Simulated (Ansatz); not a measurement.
Relaxed Au (fcc, Cu type):

```yaml
crystal:
  lattice:
    - [4.12402, 0.00000, 0.00000]
    - [0.00000, 4.12402, 0.00000]
    - [0.00000, 0.00000, 4.12402]
  atoms:
    - { symbol: Au, position: [0.00000, 0.00000, 0.00000] }
    - { symbol: Au, position: [0.50000, 0.50000, 0.00000] }
    - { symbol: Au, position: [0.50000, 0.00000, 0.50000] }
    - { symbol: Au, position: [0.00000, 0.50000, 0.50000] }
```

In this cell atom 3 (Au, nearest neighbour Au at 2.916 Å; its periodic images, 4.1 Å or more away, move with it) is moved by s along Cartesian z, unit vector (0.000, 0.000, 1.000); all other atoms and the cell stay fixed.

The numbers are results of r2SCAN (plane waves to 500 eV, PAW, scalar-relativistic; Ansatz, a quantum-chemistry and plane-wave program), not measurements. k mesh 9×9×9 (Γ-centred), Fermi-Dirac smearing 0.05 eV. E stands for the smeared free energy. With partly filled bands, energies and forces of such displacements shift with the k mesh and the smearing. On this mesh the relaxed cell isn't quite at rest: it carries a pressure of -0.1 GPa (compression positive) at the zero of the scan. Au was relaxed with its symmetry unable to fall. Spin-orbit coupling is left out, though Au is heavy. The PAW data are Ansatz's earlier set. ΔE is measured from the undisplaced structure. The last digit holds for this mesh only.

```tsv
s (Å)	ΔE (meV/cell)
-0.290	253.2
-0.232	158.6
-0.174	87.7
-0.116	withheld
-0.058	9.5
0.000	0.0
0.058	9.5
0.116	withheld
0.174	87.7
0.232	158.6
0.290	253.2
```

Q: Fit an even polynomial form (powers 2, 4) to the given rows and predict ΔE at s = 0.116.

A: Least squares on the 9 given rows: ΔE = (2832)·s² + (2121)·s⁴, in meV/cell with s in Å; root-mean-square residual 0.03 meV/cell. At 0.116 the fit gives 38.5 meV/cell; the calculation gives 38.5 meV/cell, the same to the digits shown. The quadratic term alone would give 38.1 meV/cell.

(For displaced atoms, the force is minus the slope of the energy, and its curvature is a force constant, which sets phonon frequencies.)
